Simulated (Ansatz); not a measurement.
C:
Space group R-3m, hexagonal axes (No. 166); a = b = 2.508 Å, c = 18.674 Å, α = β = 90.00°, γ = 120.00°

```json
[
 {"atom": "C", "site": "6c", "symmetry": "3m", "x": "0.0000", "y": "0.0000", "z": "0.2644"},
 {"atom": "C", "site": "6c", "symmetry": "3m", "x": "0.0000", "y": "0.0000", "z": "0.1806"},
 {"atom": "C", "site": "6c", "symmetry": "3m", "x": "0.0000", "y": "0.0000", "z": "0.0412"}
]
```
(The calculation used a cell of 6 atoms; values per cell refer to that cell.)

Relaxed with r²SCAN.

Question: Which orbitals make up the states near the band edges in DFT-r²SCAN in the program Ansatz with PAW potentials?

Answer: Top 1 eV of the valence band: C 2p 99 %. Bottom 1 eV of the conduction band: C 2p 58 %, C 2s 30 %, outside the projected shells 12 %. Projections are on Löwdin-orthogonalised atomic valence shells; empty p or d shells of many metals are not among them.

Question: Tabulate the density of states.

Answer: States/eV per cell of 6 atoms, in 0.25 eV bins, energy from the valence-band maximum.

```tsv
E (eV)	total	C 2p	C 2s
-7.85	1.50	1.32	0.18
-7.60	1.66	1.47	0.19
-7.35	1.64	1.47	0.16
-7.10	1.77	1.60	0.16
-6.85	1.92	1.76	0.16
-6.60	1.91	1.75	0.15
-6.35	1.93	1.78	0.15
-6.10	2.01	1.86	0.14
-5.85	2.01	1.87	0.13
-5.60	2.11	1.99	0.12
-5.35	2.21	2.09	0.11
-5.10	2.26	2.16	0.10
-4.85	2.37	2.27	0.10
-4.60	2.32	2.23	0.09
-4.35	2.18	2.10	0.08
-4.10	2.36	2.28	0.07
-3.85	2.05	1.98	0.06
-3.60	1.82	1.76	0.05
-3.35	1.65	1.60	0.04
-3.10	1.32	1.29	0.03
-2.85	1.11	1.08	0.03
-2.60	0.94	0.92	0.02
-2.35	0.82	0.79	0.02
-2.10	0.69	0.67	0.01
-1.85	0.60	0.58	0.01
-1.60	0.50	0.49	0.01
-1.35	0.42	0.41	0.01
-1.10	0.35	0.34	0.00
-0.85	0.27	0.26	0.00
-0.60	0.20	0.20	0.00
-0.35	0.12	0.12	0.00
-0.10	0.03	0.03	0.00
0.15	0.00	0.00	0.00
0.40	0.00	0.00	0.00
0.65	0.00	0.00	0.00
0.90	0.00	0.00	0.00
1.15	0.00	0.00	0.00
1.40	0.00	0.00	0.00
1.65	0.00	0.00	0.00
1.90	0.00	0.00	0.00
2.15	0.00	0.00	0.00
2.40	0.00	0.00	0.00
2.65	0.00	0.00	0.00
2.90	0.00	0.00	0.00
3.15	0.00	0.00	0.00
3.40	0.00	0.00	0.00
3.65	0.00	0.00	0.00
3.90	0.00	0.00	0.00
4.15	0.00	0.00	0.00
4.40	0.00	0.00	0.00
4.65	0.01	0.00	0.00
4.90	0.33	0.15	0.15
5.15	0.81	0.44	0.26
5.40	1.09	0.65	0.31
5.65	1.48	0.96	0.36
5.90	1.86	1.20	0.45
6.15	2.22	1.45	0.52
6.40	1.73	1.18	0.37
6.65	1.84	1.18	0.45
6.90	1.66	1.10	0.38
7.15	1.79	1.21	0.38
7.40	1.81	1.22	0.38
7.65	2.30	1.59	0.43
7.90	3.15	2.18	0.57
8.15	2.76	1.91	0.48
8.40	2.18	1.52	0.38
8.65	2.10	1.45	0.38
8.90	2.20	1.48	0.44
9.15	1.99	1.30	0.43
9.40	2.40	1.59	0.50
```

The start of the workflow was typed in or built on a structure type; the Crystallography Open Database files this formula in space group No. 166, but the cells were not matched. It is not the phase usual at ambient conditions (space group No. 194, 227). The r²SCAN relaxation kept the symmetry of its start; its stability against distortions is not shown here.

Potentials: the earlier of the program's two PAW sets.
